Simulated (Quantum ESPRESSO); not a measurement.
GaAlN2 (space group P3m1, No. 156) has a direct gap of 2.84 eV with PBEsol (Quantum ESPRESSO, PseudoDojo norm-conserving, 84 Ry, no spin-orbit coupling). After an isotropic strain (on all lattice vectors, atoms relaxed) the gap is direct, 3.00 eV.

Which strain was applied?
A. +1 %
B. -3 %
C. -1.5 %
D. -0.7 %
E. +2 %

D, -0.7 %. Gaps found: -3 %: 3.51 eV (direct); -1.5 %: 3.18 eV (direct); -0.7 %: 3.00 eV (direct); 0 %: 2.84 eV (direct); 1 %: 2.63 eV (direct); 2 %: 2.42 eV (direct).

The structure is a Materials Project entry; no match was found in the copy of COD used, and its stability was not checked.
